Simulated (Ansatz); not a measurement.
### Question
Free-standing sheets of HfN4Si2, MA2Z4 (octahedral core, outer Z over the far inner Z)-type layer and ISi, capped honeycomb (chair)-type layer are relaxed with r²SCAN+D4 (plane waves, PAW; program Ansatz), and their levels computed with HSE06. Aligned at the vacuum level, what band offsets and what type of junction result?

### Answer
HfN4Si2: VBM -7.06, CBM -4.89 eV; ISi: VBM -5.17, CBM -3.75 eV. Valence offset 1.89 eV (ISi higher), conduction offset 1.14 eV (HfN4Si2 lower): type II (staggered).

Mismatch of the primitive lattice constants: 3.023 against 4.020 Å, 24.8 %.

Natural alignment of Kohn–Sham levels: no interface dipole, strain or quasiparticle shift.

All cells were relaxed under the symmetry of their starts (and spin orders); stability against distortions was not tested throughout. Rows with no word on spin ran without spin polarisation. Scalar-relativistic: spin–orbit coupling is off unless named, which matters more the heavier the elements. Constructed layers (a layer type filled with these elements): HfN4Si2, MA2Z4 (octahedral core, outer Z over the far inner Z)-type layer; ISi, capped honeycomb (chair)-type layer.

Potentials: the later of the program's two PAW sets.

Edges and masses are those of Kohn–Sham bands, whose gap is no quasiparticle gap.
